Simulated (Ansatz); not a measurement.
Rh:
```cif
data_Rh
_chemical_formula_sum 'Rh1'
_space_group_name_H-M_alt 'P 1'
_space_group_IT_number 1
_cell_length_a 2.68227
_cell_length_b 2.68227
_cell_length_c 2.68227
_cell_angle_alpha 60.000
_cell_angle_beta 60.000
_cell_angle_gamma 60.000
loop_
_space_group_symop_operation_xyz
  'x, y, z'
loop_
_atom_site_label
_atom_site_type_symbol
_atom_site_fract_x
_atom_site_fract_y
_atom_site_fract_z
_atom_site_occupancy
Rh1 Rh 0.00000 0.00000 0.00000 1
```

Relaxed with PBE+D3(BJ).

Problem. Which orbitals make up the states near the Fermi level in DFT-PBE+D3(BJ) in the program Ansatz with PAW potentials?

Solution. Within 0.5 eV of the Fermi level: Rh 4d 96 %. Projections are on Löwdin-orthogonalised atomic valence shells; empty p or d shells of many metals are not among them.

Problem. Tabulate the density of states.

Solution. States/eV per cell of 1 atom, in 0.25 eV bins, energy from the Fermi level.

```
E (eV)  total  Rh 4d  Rh 5s  Rh 4p
------  -----  -----  -----  -----
-7.85    0.02   0.00   0.02   0.00
-7.60    0.04   0.00   0.04   0.00
-7.35    0.06   0.00   0.05   0.00
-7.10    0.07   0.00   0.07   0.00
-6.85    0.09   0.00   0.08   0.00
-6.60    0.11   0.01   0.10   0.00
-6.35    0.20   0.08   0.12   0.00
-6.10    0.61   0.41   0.19   0.00
-5.85    1.20   0.93   0.26   0.01
-5.60    1.64   1.32   0.30   0.01
-5.35    2.10   1.79   0.29   0.01
-5.10    1.72   1.55   0.15   0.01
-4.85    1.42   1.31   0.09   0.01
-4.60    1.10   1.03   0.06   0.01
-4.35    1.29   1.23   0.04   0.01
-4.10    1.32   1.26   0.05   0.01
-3.85    1.21   1.15   0.05   0.01
-3.60    1.34   1.26   0.07   0.01
-3.35    1.41   1.31   0.08   0.01
-3.10    1.69   1.56   0.10   0.01
-2.85    2.31   2.17   0.11   0.01
-2.60    2.12   1.99   0.09   0.01
-2.35    1.24   1.13   0.08   0.01
-2.10    1.37   1.26   0.07   0.01
-1.85    1.17   1.08   0.06   0.00
-1.60    1.40   1.31   0.06   0.00
-1.35    1.54   1.46   0.06   0.00
-1.10    1.46   1.38   0.05   0.00
-0.85    1.29   1.22   0.05   0.00
-0.60    1.19   1.12   0.04   0.00
-0.35    1.16   1.10   0.04   0.00
-0.10    1.22   1.17   0.04   0.00
0.15     1.42   1.37   0.04   0.00
0.40     2.07   2.01   0.05   0.00
0.65     1.62   1.56   0.05   0.00
0.90     0.79   0.71   0.06   0.00
1.15     0.22   0.14   0.07   0.00
1.40     0.23   0.13   0.08   0.00
1.65     0.23   0.12   0.09   0.00
1.90     0.23   0.11   0.09   0.00
2.15     0.23   0.10   0.10   0.00
2.40     0.23   0.09   0.10   0.00
2.65     0.24   0.08   0.11   0.00
2.90     0.24   0.08   0.11   0.00
3.15     0.24   0.07   0.11   0.00
3.40     0.24   0.06   0.11   0.00
3.65     0.24   0.06   0.11   0.00
3.90     0.24   0.05   0.11   0.00
4.15     0.24   0.05   0.10   0.00
4.40     0.24   0.04   0.10   0.00
4.65     0.23   0.04   0.10   0.00
```

Space group Fm-3m (fcc (Cu type)). Symmetry was held in the PBE+D3(BJ) relaxation. The run is not spin-polarised. The pairwise dispersion correction was not fitted to metals. Scalar-relativistic: spin–orbit coupling is off unless named, which matters more the heavier the elements.

Potentials: the later of the program's two PAW sets.
